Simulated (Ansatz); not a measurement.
A geometry of PtSe$_{2}$ away from equilibrium: step 2 of the relaxation of a relaxed PtSe2 cell with one Se and one Pt atom exchanged in a cell of 3 atoms. Level of theory: PBE (plane waves to 420 eV, PAW, scalar-relativistic; Ansatz, a program for electronic structure). Γ-centred k-mesh 7×7×4 on the run's cell (coarser than for final values), Fermi–Dirac smearing 0.05 eV.

```xyz
3
Lattice="3.7574 0.0000 0.0000 -1.8787 3.2540 0.0000 0.0000 0.0000 6.6991" Properties=species:S:1:pos:R:3 pbc="T T T"
Se     0.0000     0.0000     0.0916
Pt     0.0000     2.1693     1.4261
Se     1.8787     1.0847     5.1814
```

### Question
Which atoms carry the largest force, and which way does it point?

### Answer
0.70 eV/Å, on Se3 (atoms numbered as listed); on Se3 its components are (0.00, 0.00, -0.70).

### Question
What is the pressure?

### Answer
-1.9 GPa, compression positive.

### Question
How much energy per atom can still be gained by relaxing?

### Answer
0.98 eV/atom; the path ends in P-3m1 (No. 164) (CdI2 type).

No spin polarisation in the result. No dispersion correction is included, so spacings between layers, chains or molecules are soft and tend to come out too large.

The run could not lose the symmetry of its start.
